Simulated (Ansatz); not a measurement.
A generator proposed this cell of Ga₄O.

```cif
data_structure
_symmetry_space_group_name_H-M 'P 1'
_symmetry_Int_Tables_number 1
_cell_length_a 4.8424
_cell_length_b 4.8424
_cell_length_c 4.6844
_cell_angle_alpha 90.000
_cell_angle_beta 90.000
_cell_angle_gamma 120.000
_cell_volume 95.13
loop_
_atom_site_label
_atom_site_type_symbol
_atom_site_fract_x
_atom_site_fract_y
_atom_site_fract_z
_atom_site_occupancy
Ga1 Ga 0.19622 0.80378 0.50000 1
Ga2 Ga 0.19622 0.39244 0.50000 1
Ga3 Ga 0.60756 0.80378 0.50000 1
Ga4 Ga 0.66667 0.33333 0.50000 1
O1 O 0.33333 0.66667 0.00000 1
```

All numbers below come from DFT PBE, scalar-relativistic, plane waves, PAW (Ansatz). Cutoff 420 eV; k points 6×6×4 on the computed 5-atom cell (Γ-centred); Gaussian smearing, width 0.10 eV; no spin polarisation.

The zero of energy is the elements' standard structures at the same level (O₂ as a molecule); no fitted shifts are applied.

Q: What does a single point on this coarse mesh give?

A: The pressure is 29.1 GPa (the mean over three directions, positive in compression), the largest force is 12.47 eV/Å, and the energy is +1.35 eV/atom against the elements. The shortest distance is 1.99 Å.

Q: Is it a good guess?

A: A poor one: relaxing gains about 1.6 eV/atom (the start's value is from the coarse mesh, so the gain is rough) in 31 ionic steps and ends at −0.22 eV/atom on the finer mesh. The symmetry stays P-6m2 (No. 187). The volume per atom shrinks by 4.8 %, from 19.0 to 18.1 Å³. The shortest distance goes from 1.99 Å (Ga–Ga) to 2.25 Å (Ga–O). The ratio c/a of the conventional cell changes by a factor of 0.47. Conventional cell: a = 6.117 Å, c = 2.794 Å. Around Ga on a site of symmetry mm2 lie 2 O at 2.25 Å, 2 Ga at 2.79 Å and 6 Ga at 3.06 Å; Ga on a site of symmetry -6m2 is surrounded by 2 Ga at 2.79 Å and 6 Ga at 3.06 Å; O has 6 Ga at 2.25 Å and 2 O at 2.79 Å.

The last run used a 6×6×14 mesh (in the run's order of axes) for its 5-atom cell and Gaussian smearing of 0.10 eV. The relaxation can't lower the symmetry of the start, and the grade says only how near the guess is to its own end. Symmetry constrained the relaxation, so the result can be a saddle point.
